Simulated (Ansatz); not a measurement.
Tl (hcp (Mg type), space group No. 194) at seven volumes, DFT-PBE+D3(BJ) in the program Ansatz with PAW potentials, shape and atoms relaxed at each. One row is withheld.

```csv
V (Å³/atom),P (GPa)
26.878,3.93
27.765,2.36
28.651,1.07
29.537,0.00
30.423,-0.88
31.309,-1.60
32.195,?
```

Q: Fit the shown pressures and predict the withheld one.

A: P = (3/2)B₀(x^(7/2) − x^(5/2))[1 + (3/4)(B′ − 4)(x − 1)] with x = (V₀/V)^(2/3). Least squares on the six rows gives V₀ = 29.538 Å³/atom, B₀ = 32.2 GPa, B′ = 5.44. At V = 32.195, x = 0.9442 and P = -2.19 GPa. The run itself gave -2.19 GPa.

Space group P6_3/mmc (hcp (Mg type)). Symmetry was held in the PBE+D3(BJ) relaxation. The pairwise dispersion correction was not fitted to metals. Scalar-relativistic: spin–orbit coupling is off unless named, which matters more the heavier the elements.

Potentials: the later of the program's two PAW sets.
